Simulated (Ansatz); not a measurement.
TaC:
```yaml
crystal:
  lattice:
    - [3.02187, 0.00000, 0.00000]
    - [-1.51093, 2.61701, 0.00000]
    - [0.00000, 0.00000, 2.86019]
  atoms:
    - { symbol: Ta, position: [0.00000, 0.00000, 0.00000] }
    - { symbol: C, position: [0.33333, 0.66667, 0.50000] }
```

Relaxed with PBEsol. Special points in fractions of this cell's reciprocal vectors: Γ (0.000, 0.000, 0.000); M (0.500, 0.000, 0.000); K (0.333, 0.333, 0.000); A (0.000, 0.000, 0.500); L (0.500, 0.000, 0.500); H (0.333, 0.333, 0.500).

Task: List the band energies nearest the Fermi level at these points for DFT-PBEsol in the program Ansatz with PAW potentials.

Result: In eV from the Fermi level; about four levels below and three above (degenerate sets whole), none deeper than 8.9 eV; points with the same levels are listed once.

```json
[
 {"k": "Γ", "below": "-2.70 -2.30 -2.30", "above": "1.06 5.06 5.06"},
 {"k": "M", "below": "-5.84 -2.14 -1.99", "above": "0.19 4.19 5.80"},
 {"k": "K", "below": "-5.21 -3.58 -1.87", "above": "2.05 2.48 2.93"},
 {"k": "A", "below": "-7.38 -0.96 -0.96", "above": "0.87 0.87 5.25 5.25"},
 {"k": "L", "below": "-5.16 -3.16 -3.09", "above": "1.14 5.83 7.19"},
 {"k": "H", "below": "-5.90 -4.24 -0.57", "above": "0.56 5.82 7.32"}
]
```

Space group P-6m2. The start of the workflow was typed in or built on a structure type; the Crystallography Open Database copy checked does not list it. It is not the phase usual at ambient conditions (space group No. 225). The PBEsol relaxation kept the symmetry of its start; whether a distortion lowers the energy is not shown. No spin polarisation was allowed. Spin–orbit coupling is left out wherever it is not named.

Potentials: the later of the program's two PAW sets.
